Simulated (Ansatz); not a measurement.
YS (rock salt, Fm-3m), a = b = c = 5.5256 Å, α = β = γ = 90.00°; the cell used has 2 atoms.

This is the r²SCAN-relaxed structure.

All from plane-wave PAW r²SCAN (Ansatz code), unless another level is named. Predict the electronic character.

metallic (no gap).

Predict the density of states at the Fermi level.

0.45 states/eV per atom (mean over ±0.08 eV).

Next, the formation energy from the elements (no fitted shifts)?

-2.29 eV/atom.

The workflow started from a Materials Project entry (that database holds measured and hypothetical structures alike); the Crystallography Open Database files this formula in space group No. 225, but the cells were not matched. Its standing as an ambient phase is unchecked. The r²SCAN relaxation kept the symmetry of its start; its stability against distortions is not shown here. The run is not spin-polarised. With an odd number of electrons in the cell and no spin polarisation, the count alone makes it a metal. The references are the lowest solids computed at this level, not always the standard phases. Scalar-relativistic: spin–orbit coupling is off unless named, which matters more the heavier the elements.

Potentials: the later of the program's two PAW sets.
